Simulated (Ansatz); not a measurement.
CsSnI3 (cubic perovskite)

```
CsSnI3
1.0
    6.27122     0.00000     0.00000
    0.00000     6.27122     0.00000
    0.00000     0.00000     6.27122
Cs Sn I
1 1 3
Direct
  0.00000   0.00000   0.00000
  0.50000   0.50000   0.50000
  0.00000   0.50000   0.50000
  0.50000   0.50000   0.00000
  0.50000   0.00000   0.50000
```

In this cell atom 2 (Sn, nearest neighbour I at 3.136 Å; its periodic images, 6.3 Å or more away, move with it) is moved by u·(1.000, 0.000, 0.000) + v·(0.000, 1.000, 0.000); the rest is frozen.

All values below come from PBE (plane waves to 420 eV, PAW, scalar-relativistic; Ansatz, a first-principles code). k mesh 5×5×5 (Γ-centred), Fermi-Dirac smearing 0.05 eV. E stands for the smeared free energy. CsSnI3 was relaxed with its symmetry unable to fall. Spin-orbit coupling is left out, though I is heavy. The PAW data are Ansatz's earlier set. This is a high-temperature form of CsSnI3. The zero of ΔE is the undisplaced structure. Axes are in Å.

Task: What ΔE (eV/cell) does the calculation give at all points of the grid u = -0.470, -0.235, 0.000, 0.235, 0.470 by v = -0.470, -0.235, 0.000, 0.235, 0.470?

Result: ΔE (eV/cell), with u across and v down:

| v \ u | -0.470 | -0.235 | 0.000 | 0.235 | 0.470 |
|---|---|---|---|---|---|
| -0.470 | 0.479 | 0.279 | 0.251 | 0.279 | 0.479 |
| -0.235 | 0.279 | 0.055 | 0.026 | 0.055 | 0.279 |
| 0.000 | 0.251 | 0.026 | 0.000 | 0.026 | 0.251 |
| 0.235 | 0.279 | 0.055 | 0.026 | 0.055 | 0.279 |
| 0.470 | 0.479 | 0.279 | 0.251 | 0.279 | 0.479 |

(A displaced cell: forces are minus the slopes of the energy, force constants its curvatures, and phonons follow from these.)
